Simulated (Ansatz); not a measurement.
With PBE in the plane-wave PAW code Ansatz, Al3SiCN3 in the trigonal phase (P3m1; Pearson symbol hP8) relaxes to a = 3.143 Å, c = 10.059 Å. Al on 1c has 4 nearest neighbours from 1.93 Å (tetrahedral); N on 1c has 4 nearest neighbours from 1.89 Å (tetrahedral); Al on 1a has 4 nearest neighbours from 1.89 Å (tetrahedral); N on 1a has 4 nearest neighbours from 1.88 Å (tetrahedral). Its formation energy from the elements is -0.82 eV/atom, with no fitted shifts.

It is gapped at this level: 0.35 eV (smallest direct gap 0.35 eV). The valence maximum lies on the Γ–A line, 65 % of the way from Γ and the conduction minimum at Γ. The electron mass is 0.25, 0.25, 0.46 mₑ (principal values).

The bulk modulus is 183 GPa.

The start of the workflow was typed in or built on a structure type; neither database checked (COD, Materials Project) lists it. Whether it is the stable phase at ambient conditions was not checked. Symmetry was held in the PBE relaxation; whether a distortion lowers the energy is not shown. The references are the lowest solids computed at this level, not always the standard phases (solids in place of the gases).

Potentials: the earlier of the program's two PAW sets.
